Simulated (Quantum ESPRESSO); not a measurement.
## Band energies of HgS

```
CELL_PARAMETERS angstrom
      4.19636     0.00000     0.00000
     -2.09818     3.63415     0.00000
      0.00000     0.00000     6.87025
ATOMIC_POSITIONS crystal
  S  0.66667 0.33333 0.87488
  S  0.33333 0.66667 0.37488
  Hg 0.66667 0.33333 0.50012
  Hg 0.33333 0.66667 0.00012
```

PBEsol (Quantum ESPRESSO, PseudoDojo norm-conserving, 66 Ry, no spin-orbit coupling); path ΓMKΓALHA,LM,KH; energies in eV from the Fermi level.

```csv
k (1/Å),point,band 22,band 23,band 24,band 25,band 26,band 27,band 28,band 29
0.00,Γ,-1.05,-1.05,-0.72,-0.24,-0.15,-0.15,1.18,5.82
0.32,,-2.32,-2.03,-1.47,-0.53,-0.43,1.04,2.20,4.80
0.65,,-3.82,-3.13,-2.15,-1.27,-0.92,1.93,2.66,4.57
0.86,M,-4.45,-3.14,-2.32,-1.56,-1.06,2.07,2.67,4.68
0.99,,-4.45,-3.13,-2.43,-1.61,-1.19,2.23,2.83,4.67
1.36,K,-4.75,-3.52,-2.18,-2.18,-1.91,3.22,3.22,4.34
1.70,,-3.72,-2.91,-2.79,-1.34,-1.29,2.39,3.18,4.84
2.03,,-2.24,-2.16,-1.53,-0.54,-0.49,1.10,2.28,4.88
2.36,Γ,-1.05,-1.05,-0.72,-0.24,-0.15,-0.15,1.18,5.82
2.48,,-1.14,-1.02,-1.02,-0.19,-0.19,0.15,1.19,5.78
2.82,A,-3.07,-0.62,-0.62,-0.62,-0.62,1.23,1.23,5.23
3.14,,-3.32,-1.47,-1.47,-0.97,-0.97,2.08,2.08,4.68
3.47,,-4.45,-1.78,-1.78,-1.55,-1.55,2.22,2.22,4.59
3.68,L,-5.01,-1.76,-1.76,-1.71,-1.71,2.14,2.14,4.60
3.78,,-5.01,-1.91,-1.91,-1.65,-1.65,2.23,2.23,4.66
4.08,,-5.03,-2.66,-2.66,-1.55,-1.55,2.78,2.78,5.29
4.18,H,-5.05,-2.74,-2.74,-1.54,-1.54,2.82,2.82,5.48
4.45,,-4.59,-2.29,-2.29,-1.61,-1.61,2.71,2.71,4.98
4.73,,-3.66,-1.66,-1.66,-1.38,-1.38,2.44,2.44,4.62
5.00,,-3.12,-1.02,-1.02,-0.75,-0.75,1.64,1.64,4.98
5.18,A,-3.07,-0.62,-0.62,-0.62,-0.62,1.23,1.23,5.23
5.18,L,-5.01,-1.76,-1.76,-1.71,-1.71,2.14,2.14,4.60
5.52,,-4.51,-2.99,-2.28,-1.51,-1.11,2.01,2.66,4.74
5.64,M,-4.45,-3.14,-2.32,-1.56,-1.06,2.07,2.67,4.68
5.64,K,-4.75,-3.52,-2.18,-2.18,-1.91,3.22,3.22,4.34
5.73,,-4.78,-3.48,-2.12,-2.12,-1.96,3.19,3.19,4.40
6.10,H,-5.05,-2.74,-2.74,-1.54,-1.54,2.82,2.82,5.48
```

At this level the gap is closed or nearly so: along the path the highest valence and lowest conduction bands touch, or overlap by less than 0.6 eV, a zero-gap or semimetallic result; the valence top lies at Γ, the conduction bottom at Γ. Semilocal functionals close the gaps of some narrow-gap semiconductors, so this alone doesn't show that the compound has none.

Spin-orbit coupling is left out, which matters for elements this heavy: edges can move by tenths of an eV.

Geometry of the Materials Project entry, not relaxed at this level.

This is not the ordinary phase of the substance; no match was found in the copy of COD used, and its stability was not checked.
